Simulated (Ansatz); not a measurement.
Mo (bcc (W type)), relaxed and computed with several functionals in Ansatz (plane waves, PAW).

```csv
functional,a (Å),B₀ by P(V) fit (GPa),K_Hill (GPa),G_Hill (GPa),Θ_D (K)
PBEsol,3.129,281,280,127,467
LDA,3.111,294,292,126,466
r²SCAN,…,…,…,…,…
PBE+D3(BJ),3.130,277,277,129,472
PBE,3.160,260,260,119,454
r²SCAN+D4,3.144,276,277,129,473
```

**Question.** Some entries are withheld; supply them.

**Answer.** 
- r²SCAN, a (Å): 3.150
- r²SCAN, B₀ by P(V) fit (GPa): 271
- r²SCAN, K_Hill (GPa): 272
- r²SCAN, G_Hill (GPa): 127
- r²SCAN, Θ_D (K): 469

All cells were relaxed under the symmetry of their starts (and spin orders); stability against distortions was not tested throughout. Rows with no word on spin ran without spin polarisation. Scalar-relativistic: spin–orbit coupling is off unless named, which matters more the heavier the elements.

Potentials: the later of the program's two PAW sets.

Ansatz (a quantum-chemistry and plane-wave program) is a plane-wave DFT program.
